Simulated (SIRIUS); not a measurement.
Consider a self-consistent single point of HfSi (Pnma, 8 atoms in the cell; from Materials Project mp-1042, changed as shown).

```yaml
crystal:
  lattice:
    - [6.72515, 0.00000, 0.00000]
    - [0.00000, 3.69286, 0.00000]
    - [0.00000, 0.00000, 5.11898]
  atoms:
    - { symbol: Hf, position: [0.67514, 0.25000, 0.37439] }
    - { symbol: Hf, position: [0.32486, 0.75000, 0.62561] }
    - { symbol: Hf, position: [0.82486, 0.75000, 0.87439] }
    - { symbol: Hf, position: [0.17514, 0.25000, 0.12561] }
    - { symbol: Si, position: [0.54312, 0.25000, 0.86087] }
    - { symbol: Si, position: [0.45688, 0.75000, 0.13913] }
    - { symbol: Si, position: [0.95688, 0.75000, 0.36087] }
    - { symbol: Si, position: [0.04312, 0.25000, 0.63913] }
```

Computed with LDA (PW92), GBRV LDA ultrasoft pseudopotentials (plane waves; SIRIUS).

SIRIUS settings:

| key | value |
|---|---|
| parameters.ngridk | 4 8 6 |
| parameters.xc_functionals | [XC_LDA_X, XC_LDA_C_PW] |
| parameters.gk_cutoff | 6.325 1/bohr |
| parameters.pw_cutoff | 14.143 1/bohr |
| parameters.smearing | fermi_dirac |
| parameters.smearing_width | 0.00367493 Ha |
| potentials | GBRV LDA ultrasoft pseudopotentials |
| parameters.electronic_structure_method | pseudopotential |
| parameters.num_bands | 38 |
| parameters.num_mag_dims | 0 |
| parameters.num_dft_iter | 100 |
| parameters.energy_tol | 1e-07 Ha |
| parameters.density_tol | 1e-06 |
| mixer.type | anderson |
| mixer.beta | 0.3 |
| mixer.use_hartree | true |

Results:

```
Property                                                 Result
------------------------------------------------  -------------
Number of valence electrons                                  64
Number of bands                                              38
Number of k-points after the program's reduction             60
Number of plane waves (most at a k-point)                  3708
Number of SCF iterations                                     19
FFT grid                                           60 × 36 × 48
Free energy E − TS                                -9162.5585 eV
Fermi level (on the code's own zero)                   14.98 eV
Pressure                                               4.40 GPa
Largest force (vector length)                        0.052 eV/Å
```

Forces (eV/Å):
| atom | Fx | Fy | Fz |
|---|---|---|---|
| Hf1 | -0.004 | 0.000 | 0.017 |
| Hf2 | 0.004 | 0.000 | -0.017 |
| Hf3 | 0.004 | 0.000 | 0.017 |
| Hf4 | -0.004 | 0.000 | -0.017 |
| Si5 | 0.000 | 0.000 | -0.052 |
| Si6 | 0.000 | 0.000 | 0.052 |
| Si7 | 0.000 | 0.000 | -0.052 |
| Si8 | 0.000 | 0.000 | 0.052 |

Stress (GPa, positive for compression):
```
4.05  0.00  0.00
0.00  4.29  0.00
0.00  0.00  4.85
```

For comparison: a first run was changed to give this one (lattice scaled by 0.98), and from it to this one the free energy falls by 2.2 meV/atom, the pressure goes from -5.73 to 4.40 GPa and the largest force goes from 0.087 to 0.052 eV/Å.

The structure comes from a collection of computed structures, made at another level of theory; the collection holds predicted forms beside known ones. No clean gap shows at this smearing width and mesh (spacing up to 0.23 Å⁻¹); the mesh is coarse for partly filled bands, so the values carry mesh errors.

Cost on one core: roughly 2.6 core-minutes.
